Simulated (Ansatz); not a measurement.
**Clamped-ion strain scan in ZnPt**

All numbers below come from Ansatz 0.2.0, DFT r2SCAN, scalar-relativistic, plane waves, PAW. Settings: plane waves to 500 eV, k-mesh 16×16×14 (Γ-centred), Gaussian smearing 0.15 eV. Spin–orbit coupling is left out, which can shift energies with elements as heavy as these. No spin polarisation. Energies are free energies at this smearing, counted from the undisturbed cell; pressure is positive in compression.

The undisturbed cell (as given, not relaxed at this level; it stands at -3.2 GPa, and it needn't be the usual structure):

```
CELL_PARAMETERS angstrom
2.86400 0.00000 0.00000
0.00000 2.86400 0.00000
0.00000 0.00000 3.51000
ATOMIC_POSITIONS crystal
Zn 0.50000 0.50000 0.50000
Pt 0.00000 0.00000 0.00000
```

The cell is strained by ε times the Voigt pattern (1, 0, 0, 0, 0, 0) (xx, yy, zz, yz, xz, xy; engineering shear) with fractional coordinates fixed. The cell is metallic on the mesh throughout.

```
      ε  ΔE (meV/atom) stress summed along the pattern (GPa, tension positive)
-0.1000          172.1                                                   -50.16
-0.0750           81.3                                                   -31.48
-0.0500           27.6                                                   -17.00
-0.0250            2.6                                                    -5.72
 0.0000            0.0                                                     3.07
 0.0250           14.9                                                     9.90
 0.0500           43.3                                                    15.14
 0.0750           81.9                                                    19.06
 0.0875          104.2                                                    20.43
 0.1000          127.6                                                    21.23
```